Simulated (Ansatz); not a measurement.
Ca:
```cif
data_Ca
_chemical_formula_sum 'Ca1'
_space_group_name_H-M_alt 'P 1'
_space_group_IT_number 1
_cell_length_a 3.90719
_cell_length_b 3.90719
_cell_length_c 3.90719
_cell_angle_alpha 60.000
_cell_angle_beta 60.000
_cell_angle_gamma 60.000
loop_
_space_group_symop_operation_xyz
  'x, y, z'
loop_
_atom_site_label
_atom_site_type_symbol
_atom_site_fract_x
_atom_site_fract_y
_atom_site_fract_z
_atom_site_occupancy
Ca1 Ca 0.00000 0.00000 0.00000 1
```

Relaxed with the program Ansatz at the PBE level (PAW). Indices refer to the conventional cell of Fm-3m, a = b = c = 5.526 Å, α = β = γ = 90.00°.

### Question
Simulate the powder diffraction pattern (Cu Kα, λ = 1.54184 Å; lines above 1 %) up to 2θ = 90°.

### Answer
Simulated powder pattern, Cu Kα, λ = 1.54184 Å (kinematic, ideal powder, no thermal factors, no anomalous dispersion; the 30 strongest lines at most, above 1 %, up to 2θ = 90°):

| 2θ (°) | d (Å) | I/Imax (%) | hkl |
|---|---|---|---|
| 27.97 | 3.190 | 100 | (111) |
| 32.41 | 2.763 | 50 | (200) |
| 46.48 | 1.954 | 33 | (220) |
| 55.13 | 1.666 | 38 | (311) |
| 57.80 | 1.595 | 11 | (222) |
| 67.85 | 1.381 | 4.7 | (400) |
| 74.91 | 1.268 | 14 | (331) |
| 77.21 | 1.236 | 13 | (420) |
| 86.23 | 1.128 | 9.4 | (422) |

The PBE relaxation kept the symmetry of its start.

Potentials: the earlier of the program's two PAW sets.
